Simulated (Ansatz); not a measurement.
Zincblende alloy of GaAs and InP (12 of 32 As sites, 12 of 32 Ga sites exchanged), 64 atoms

Ansatz, PAW, plane waves. PBEsol relaxation of volume and atoms (shape held) at the single k point (½, ½, ½); single points on the relaxed atoms at the Γ point alone, onto which points of the small cell's zone fold. Arrangement: quasirandom. No spin–orbit coupling unless named.

Relaxed structure:

```
Ga As P In
1.0
    11.48957    0.00000    0.00000
     0.00000   11.48957    0.00000
     0.00000    0.00000   11.48957
Ga As P In
20 20 12 12
Direct
  0.99282 0.99995 0.00749
  0.00690 0.00242 0.49573
  0.99786 0.49905 0.00875
  0.99992 0.50630 0.48967
  0.49953 0.00016 0.00305
  0.50200 0.99999 0.49444
  0.50412 0.49991 0.00478
  0.49323 0.49563 0.49445
  0.25199 0.24902 0.00291
  0.75028 0.24618 0.00334
  0.74830 0.75271 0.01103
  0.25178 0.00022 0.24344
  0.24830 0.00661 0.74760
  0.25105 0.49875 0.25122
  0.75197 0.99556 0.24715
  0.75121 0.50507 0.24482
  0.00058 0.24976 0.24646
  0.99185 0.75070 0.24656
  0.50122 0.24998 0.24469
  0.49466 0.25138 0.75019
  0.12521 0.12508 0.12431
  0.12042 0.62237 0.13338
  0.62708 0.12304 0.12558
  0.61329 0.12515 0.62702
  0.61602 0.62122 0.61483
  0.37520 0.37532 0.12545
  0.37437 0.88542 0.62436
  0.87183 0.37281 0.12650
  0.88493 0.38088 0.61725
  0.87950 0.88348 0.61763
  0.38079 0.11996 0.36591
  0.37382 0.12592 0.87481
  0.88221 0.11831 0.36606
  0.87365 0.62833 0.89115
  0.12056 0.37857 0.36910
  0.12556 0.37540 0.88855
  0.12029 0.87850 0.36307
  0.12457 0.88940 0.87615
  0.61891 0.38352 0.36349
  0.61881 0.36494 0.88268
  0.12542 0.11418 0.62394
  0.12052 0.61601 0.61686
  0.63159 0.62140 0.12082
  0.38651 0.37406 0.62403
  0.37702 0.88667 0.12567
  0.87174 0.87310 0.12716
  0.37483 0.61217 0.37181
  0.38294 0.61833 0.88527
  0.87357 0.12447 0.89229
  0.87875 0.62141 0.36329
  0.62554 0.88701 0.37077
  0.62499 0.87319 0.89605
  0.25177 0.24806 0.50218
  0.25348 0.75264 0.00308
  0.24903 0.74548 0.49487
  0.74852 0.25051 0.49369
  0.75099 0.75093 0.48821
  0.25503 0.49898 0.74954
  0.74697 0.99994 0.76206
  0.74800 0.49887 0.75268
  0.00126 0.24203 0.75448
  0.00306 0.74803 0.74821
  0.50126 0.74957 0.24869
  0.50117 0.75284 0.75877
```

Q: What are the mean bond lengths by pair (pairs within 1.2 times the sum of covalent radii, less contacts 15 % beyond the pair's median; cation–cation pairs of compounds aside; long ionic contacts are cut short by that bound)?

A: As–Ga 2.464 ± 0.014 Å (standard deviation, 54 bonds); As–In 2.606 ± 0.009 Å (standard deviation, 26 bonds); Ga–P 2.387 ± 0.018 Å (standard deviation, 26 bonds); In–P 2.539 ± 0.013 Å (standard deviation, 22 bonds).

Q: What gap lies between the top filled and the lowest empty level in the single points?

A: HSE06 1.34 eV (59 s on NVIDIA GB300); r²SCAN 0.91 eV (8.5 s on NVIDIA GB300).
